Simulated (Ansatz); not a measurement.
The relaxed structure here is a generated cell of AlN: the first start was made by placing the elements on the sites of a structure type, and the end was not matched to a known phase here, so it may be hypothetical. Known forms of AlN include space group No. 186, 216.

The end point of a relaxation of AlN. Calculation: PBE (plane waves to 420 eV, PAW, scalar-relativistic; Ansatz, a quantum-chemistry and plane-wave program).

```cif
data_Al3N3
_chemical_formula_sum 'Al3 N3'
_space_group_name_H-M_alt 'P 1'
_space_group_IT_number 1
_cell_length_a 5.01713
_cell_length_b 5.01713
_cell_length_c 5.01713
_cell_angle_alpha 116.784
_cell_angle_beta 116.784
_cell_angle_gamma 116.784
loop_
_space_group_symop_operation_xyz
  'x, y, z'
loop_
_atom_site_label
_atom_site_type_symbol
_atom_site_fract_x
_atom_site_fract_y
_atom_site_fract_z
_atom_site_occupancy
Al1 Al 0.01505 0.01505 0.70622 1
Al2 Al 0.01505 0.70622 0.01505 1
Al3 Al 0.70622 0.01505 0.01505 1
N1 N 0.27824 0.27824 0.59400 1
N2 N 0.27824 0.59400 0.27824 1
N3 N 0.59400 0.27824 0.27824 1
```

Problem. Determine the symmetry and give the standard cell with its independent sites.

Solution. Space group R3m, hexagonal axes (No. 160); a = b = 8.546 Å, c = 2.731 Å, α = β = 90.00°, γ = 120.00°

| atom | site | symmetry | x | y | z |
|---|---|---|---|---|---|
| Al | 9b | .m | 0.4608 | 0.2304 | 0.2454 |
| N | 9b | .m | 0.2105 | 0.1053 | 0.3835 |

This is the AFLOW prototype AB_hR6_160_b_b (B13, as in NiS).

Problem. Give the shortest distances between elements (the closest pairs, up to four, under 3.6 Å).

Solution. Al–N 1.89 Å; Al–Al 2.64 Å; N–N 2.70 Å.

```json
{
  "volume_per_atom": "9.59 Å³",
  "band_gap": "1.84 eV, indirect (valence top at F, conduction bottom at 12 % of the way from P2 to Γ) (no spin-orbit coupling)",
  "smallest_direct_gap": "2.97 eV at k = (0.1538, 0.1538, 0.1538)"
}
```

No spin polarisation in the result.

The run could not lose the symmetry of its start: the end is stationary, and may be a saddle point rather than a minimum.
